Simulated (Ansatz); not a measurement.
Relaxed-ion elastic tensor of Cu (fcc (Cu type), space group No. 225) in GPa (Voigt order), plane-wave PAW PBEsol (Ansatz code); density 9.33 g/cm³, 11.31 Å³ per atom.

```
     1    2    3     4     5     6
-  ---  ---  ---  ----  ----  ----
1  210  147  147   0.0   0.0   0.0
2  147  210  147   0.0   0.0   0.0
3  147  147  210   0.0   0.0   0.0
4  0.0  0.0  0.0  93.8   0.0   0.0
5  0.0  0.0  0.0   0.0  93.8   0.0
6  0.0  0.0  0.0   0.0   0.0  93.8
```

Problem. Is the crystal mechanically stable?

Solution. Yes: the smallest eigenvalue of C is 62.2 GPa.

Problem. Work out the Voigt, Reuss and Hill averages.

Solution. K_V = 168, K_R = 168, K_H = 168; G_V = 68.7, G_R = 51.9, G_H = 60.3 GPa.

Problem. Give Young's modulus, Poisson's ratio, Pugh's ratio and the universal anisotropy index.

Solution. E = 9KG/(3K + G) = 162 GPa; ν = 0.34; K/G = 2.79 (ductile by the Pugh limit of 1.75); A_U = 5G_V/G_R + K_V/K_R − 6 = 1.62.

Problem. Estimate the sound speeds and the Debye temperature.

Solution. v_l = √((K + 4G/3)/ρ) = 5160 m/s, v_t = √(G/ρ) = 2540 m/s, mean 2850 m/s; Θ = (h/k)(3n/4πV)^(1/3) v_m = 379 K.

Problem. Give the Zener ratio and Young's modulus along [100], [110] and [111].

Solution. A = 2C44/(C11 − C12) = 3.02; 1/E = S11 − 2(S11 − S12 − S44/2)Γ with Γ = 0, 1/4, 1/3 gives 87.8, 166, 237 GPa.

Problem. Solve the Christoffel equation for the three sound speeds along [100], [110], [111].

Solution. Eigenvalues of C_ijkl n_j n_l equal ρv². In km/s, slowest first: [100] 3.17, 3.17, 4.74; [110] 1.83, 3.17, 5.40; [111] 2.36, 2.36, 5.61.

Space group Fm-3m (fcc (Cu type)). The cell was relaxed with PBEsol under the symmetry of its start. No spin polarisation was allowed. As this level gives no gap, shear constants depend on the k-mesh and smearing (Fermi–Dirac, 0.1 eV here).

Potentials: the earlier of the program's two PAW sets.
